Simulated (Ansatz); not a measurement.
## How much do the gradients of WS2 with a W vacancy depend on the method?

Cell: a supercell of WS2 (space group P6_3/mmc) built from a structure deposited in the COD, with the ions relaxed around the defect (PBE).

```
W S
1.0
     6.36000    0.00000    0.00000
    -4.77000    8.26188    0.00000
     0.00000    0.00000   12.50000
W S
11 24
Direct
  0.17237 0.55791 0.25000
  0.17725 0.88933 0.25000
  0.66328 0.21740 0.25000
  0.66832 0.56086 0.25000
  0.65411 0.88833 0.25000
  0.33503 0.11176 0.75000
  0.33436 0.44550 0.75000
  0.33429 0.77816 0.75000
  0.83208 0.11090 0.75000
  0.83321 0.44441 0.75000
  0.83212 0.77719 0.75000
  0.16665 0.22233 0.62427
  0.16708 0.55579 0.62371
  0.16686 0.88912 0.62409
  0.66700 0.22223 0.62353
  0.66652 0.55543 0.62357
  0.66677 0.88899 0.62360
  0.33135 0.10819 0.12747
  0.33770 0.44690 0.12760
  0.32919 0.77451 0.12113
  0.82822 0.10650 0.12693
  0.83187 0.44293 0.12680
  0.83926 0.78511 0.12628
  0.16665 0.22233 0.87573
  0.16708 0.55579 0.87629
  0.16686 0.88912 0.87591
  0.66700 0.22223 0.87647
  0.66652 0.55543 0.87643
  0.66677 0.88899 0.87640
  0.33135 0.10819 0.37253
  0.33770 0.44690 0.37240
  0.32919 0.77451 0.37887
  0.82822 0.10650 0.37307
  0.83187 0.44293 0.37320
  0.83926 0.78511 0.37372
```

Atom numbers follow the list; atoms alike are taken as one site, whose name carries the number of the first.

First run. Method: Kohn–Sham DFT in Ansatz, PBE, plane waves and PAW, scalar-relativistic, collinear spin, 420 eV cutoff, Γ-centred 4×3×2 k-points, Fermi–Dirac smearing 0.01 eV, cell charge -3. Start moments as typed (μB): 0 0 0 0 0 0 0 0 0 0 0 0 0 0 0 0 0 0.5 0.5 0 0.5 0 0 0 0 0 0 0 0 0.5 0.5 0 0.5 0 0 by atom.

| site | atom | V_zz (10²¹ V/m²) | η | m (μB) |
| --- | --- | --- | --- | --- |
| W1 | 1 | -18.92 | 0.58 | 0.00 |
| W2 | 2 | -18.11 | 0.51 | 0.01 |
| W3 | 3 | -23.8 | 0.05 | 0.00 |
| W4 | 4 | -19.58 | 0.63 | 0.00 |
| W5 | 5 | -15.95 | 0.69 | 0.00 |
| W6 | 6 | -17.97 | 0.09 | 0.00 |
| W7 | 7 | -17.70 | 0.07 | 0.00 |
| W8 | 8 | -17.98 | 0.04 | 0.00 |
| W9 | 9 | -17.57 | 0.07 | 0.00 |
| W11 | 11 | -16.89 | 0.04 | 0.00 |
| S18 | 18 | -5.60 | 0.33 | 0.03 |
| S19 | 19 | -7.68 | 0.16 | 0.00 |
| S20 | 20 | -2.48 | 0.78 | 0.00 |
| S21 | 21 | -5.81 | 0.29 | 0.03 |

Second run. The same atoms and settings, except that the functional is r2SCAN and the cutoff is 500 eV.

Problem. Given the first result, estimate the second.

Solution. 

| site | atom | V_zz | η | change of V_zz | m (μB) |
| --- | --- | --- | --- | --- | --- |
| W1 | 1 | -19.54 | 0.55 | -0.62 | 0.00 |
| W2 | 2 | -18.51 | 0.58 | -0.40 | 0.01 |
| W3 | 3 | -25.4 | 0.13 | -1.55 | 0.00 |
| W4 | 4 | -20.2 | 0.58 | -0.65 | 0.00 |
| W5 | 5 | -16.68 | 0.69 | -0.73 | 0.00 |
| W6 | 6 | -18.50 | 0.09 | -0.53 | -0.01 |
| W7 | 7 | -18.22 | 0.07 | -0.52 | -0.01 |
| W8 | 8 | -18.37 | 0.05 | -0.39 | -0.01 |
| W9 | 9 | -18.11 | 0.07 | -0.54 | -0.01 |
| W11 | 11 | -17.43 | 0.04 | -0.54 | -0.01 |
| S18 | 18 | -6.74 | 0.31 | -1.14 | 0.05 |
| S19 | 19 | -7.96 | 0.17 | -0.28 | 0.00 |
| S20 | 20 | -2.40 | 0.89 | +0.08 | 0.01 |
| S21 | 21 | -6.76 | 0.27 | -0.95 | 0.05 |

The largest change of V_zz is on W3, from -23.8 to -25.4. In per cent, |V_zz| changes by +2 to +7 on W, -3 to +20 on S (all sites that start above 2). The table leaves out 9 of the 23 sites, with |V_zz| up to 17.43; their tensors move by 0.46 at most along any direction. The statements above cover all sites. The absolute magnetisation of the cell goes from 0.2 to 0.4 μB.

The defect repeats with the cell of 35 atoms, so it feels its images: sites between two images don't show the values beside a lone defect, and zeros or small values of η there can come from the images' arrangement. S and W carry a gradient in the pure host already, so the values there aren't the defect's effect alone. The relaxation keeps the symmetry of the vacancy's site, so distortions that break it, Jahn–Teller ones too, aren't explored. A uniform background compensates the cell's charge. The defect cell has no gap above 0.1 eV on its mesh, so the values can hang on the smearing and the k-mesh. Without spin–orbit coupling the gradients at and beside W can be off by some per cent, at some sites by more. The run lost most of its start moments on S; a state with other moments may lie lower.
For the second run: The program didn't check the stability of this electronic state in full, so a lower one may lie near.
